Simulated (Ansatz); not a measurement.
A geometry of Pt away from equilibrium: the start of the relaxation of a relaxed Pt cell, doubled along one cell vector, shaken by Gaussian noise of σ = 0.08 Å a coordinate. Calculation: r2SCAN (plane waves to 500 eV, PAW, scalar-relativistic; Ansatz, a quantum-chemistry and plane-wave program). Γ-centred k-mesh 13×7×4 on the run's cell (coarser than for final values), Fermi–Dirac smearing 0.05 eV.

```xyz
8
Lattice="2.7609 0.0000 0.0000 -2.7609 4.7821 0.0000 0.0000 0.0000 9.2930" Properties=species:S:1:pos:R:3 pbc="T T T"
Pt    -0.0272     0.0189    -0.0513
Pt    -1.3547     2.4280    -0.0722
Pt    -0.0508     0.0303     4.7372
Pt    -1.4256     2.5246     4.7408
Pt     1.3768     0.8238     6.9854
Pt    -0.0006     3.0795     6.9461
Pt     0.0728     1.6319     2.3282
Pt    -1.4174     3.8142     2.2710
```

Give the Cartesian forces on all atoms (eV/Å).


| atom | Fx | Fy | Fz |
|---|---|---|---|
| Pt1 | 0.19 | 0.16 | 0.62 |
| Pt2 | -0.20 | -0.33 | 0.57 |
| Pt3 | 0.08 | 1.05 | -1.10 |
| Pt4 | 0.09 | -1.34 | -1.43 |
| Pt5 | -0.05 | -1.34 | 0.04 |
| Pt6 | -0.07 | 1.58 | 0.72 |
| Pt7 | -0.54 | -2.33 | 0.26 |
| Pt8 | 0.50 | 2.56 | 0.31 |

What is the pressure?

+4.2 GPa, compression positive.

No spin polarisation in the result.

The end of the path is a generated cell of Pt: the first start was made by placing the elements on the sites of a structure type, and the end was not matched to a known phase here, so it may be hypothetical. Known forms of Pt include space group No. 225.
